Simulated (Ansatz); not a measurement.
**Fields on a plane of YRu2Si2 (space group I4/mmm)**

```
YRu2Si2
1.0
   -2.08274     2.08274     4.76860
    2.08274    -2.08274     4.76860
    2.08274     2.08274    -4.76860
Y Si Ru
1 2 2
Cartesian
  0.00000   0.00000   0.00000
  0.00000   0.00000   3.49987
  0.00000   0.00000   6.03732
  2.08274   0.00000   2.38430
  0.00000   2.08274   2.38430
```

The slice is a (100) plane (indices of the conventional cell) through the point (0.250, 0.750, 0.500) (fractional), spanned by u = [101] and v = [110] in vectors of this cell: u (4.17 Å) and v (9.54 Å, at 90° to u). It covers one period; positions are fractions (u, v).

Atoms on it: Y at (0.50, 0.25); Si at (0.50, 0.62); Si at (0.50, 0.88); Ru at (0.00, 0.00); Ru at (0.00, 0.50).

Level of theory: r2SCAN (plane waves to 500 eV, PAW, scalar-relativistic; Ansatz, a first-principles code). k mesh 16×16×16. Inside the PAW spheres the values are not all-electron values, and peaks at nuclei hang on which shells count as valence. YRu2Si2 is run without spin polarisation. YRu2Si2 was relaxed with its symmetry unable to fall.

```tsv
v \ u	0.00	0.10	0.20	0.30	0.40	0.50	0.60	0.70	0.80	0.90
0.88	-0.5	-0.5	-0.5	-0.4	-0.7	-1.4	-0.7	-0.4	-0.5	-0.5
0.75	-1.2	-1.1	-0.9	-0.7	-0.5	-0.4	-0.5	-0.7	-0.9	-1.1
0.62	-0.5	-0.5	-0.5	-0.4	-0.7	-1.4	-0.7	-0.4	-0.5	-0.5
0.50	1.0	0.9	0.2	-0.4	-0.5	-0.6	-0.5	-0.4	0.2	0.9
0.38	-0.5	-0.5	-0.7	-0.8	-0.8	-0.7	-0.8	-0.8	-0.7	-0.5
0.25	-1.2	-1.1	-0.8	0.1	0.6	0.5	0.6	0.1	-0.8	-1.1
0.12	-0.5	-0.5	-0.7	-0.8	-0.8	-0.7	-0.8	-0.8	-0.7	-0.5
0.00	1.0	0.9	0.2	-0.4	-0.5	-0.6	-0.5	-0.4	0.2	0.9
```

Values: log₁₀ of the valence density in e/Å³. The scale is logarithmic, as a density can span decades between atoms and voids.

```
|xx774455663366554477|
|5544447733xx33774444|
|22226677xxxxxx776622|
|3333667744xx44776633|
|11224466889988664422|
|00002266889988662200|
|11224466889988664422|
|3333667744xx44776633|
|22226677xxxxxx776622|
|5544447733xx33774444|
|xx774455663366554477|
|xxxx55335555553355xx|
|xx773322332233223377|
|55442222110011222244|
|22222200000000002222|
|33330011779977110033|
|1100007799xx99770000|
|00000099xxxxxx990000|
|1100007799xx99770000|
|33330011779977110033|
|22222200000000002222|
|55442222110011222244|
|xx773322332233223377|
|xxxx55335555553355xx|
```
Scale: ten equal steps from 0.07 (start of '0') to 0.86 (end of '9'), in the order '0123456789'. Values: electron localisation function (ELF). The map has 10 points along u (two characters each, u = 0 at the left) and 24 along v (v = 0 in the bottom row). Points within 0.5 Å of a nucleus are blanked (x), as the pseudised field means little there.
